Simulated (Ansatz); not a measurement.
Optical constants of Mg2SbCl

Level of theory: Ansatz 0.2.0, DFT PBE, scalar-relativistic, plane waves, PAW. Plane waves to 420 eV; Γ-centred k mesh 12×12×12; Fermi-Dirac smearing of 0.15 eV. No spin polarisation.

Equilibrium structure at this level:
```
Mg Sb Cl
1.0
     2.14291    1.23721    6.46581
    -2.14291    1.23721    6.46581
     0.00000   -2.47442    6.46581
Mg Sb Cl
2 1 1
Cartesian
  0.0000 0.0000 4.6079
  0.0000 0.0000 14.7895
  0.0000 0.0000 9.6987
  0.0000 0.0000 0.0000
```

The cell was built by swapping an element in a database structure (itself possibly hypothetical) and relaxing; it need not be the stable form of this composition. In a metal these results depend on the k mesh and the smearing. Spin–orbit coupling is left out, which matters for heavy elements. A semilocal functional can close a gap that the real compound has.

Independent-particle response (no local fields, no excitons) on a 18×18×18 mesh, broadened by 0.1 eV; the Drude term is undamped and its weight carries the smearing above, which sets much of it in a semimetal. The run couldn't bound its error over part or most of this range, so small peaks and near ties are unsure. Light polarised along x. ε₁ lacks the small share of bands above those solved.

Problem. Tabulate n, κ, the reflectivity and the absorption coefficient against photon energy.

Solution.
```csv
E (eV),n,κ,R,α (10⁵ cm⁻¹)
0.2,0.80,6.21,0.92,1.26
0.7,2.14,0.41,0.15,0.29
1.2,3.26,0.25,0.28,0.31
1.7,3.53,0.66,0.33,1.13
2.2,3.54,1.03,0.35,2.30
2.7,3.46,1.42,0.37,3.88
3.2,3.39,1.89,0.41,6.14
3.7,2.38,2.53,0.47,9.47
4.2,1.96,1.97,0.38,8.39
4.7,1.62,1.96,0.39,9.33
5.2,1.34,1.82,0.39,9.57
5.7,1.67,1.62,0.32,9.39
6.2,1.51,1.74,0.35,10.96
6.7,1.25,2.03,0.46,13.81
7.2,0.83,1.86,0.51,13.56
7.7,0.56,1.65,0.56,12.86
8.2,0.58,1.19,0.41,9.87
8.7,0.69,1.24,0.38,10.97
9.2,0.78,1.07,0.28,9.96
```

Problem. Where is the highest local maximum of ε₂ between 0.3 and 9 eV?

Solution. At 3.4 eV, where ε₂ = 15.4.

Cost: 1 run of about 5.9 core-minutes, on Arm Neoverse N1 (shared hosts).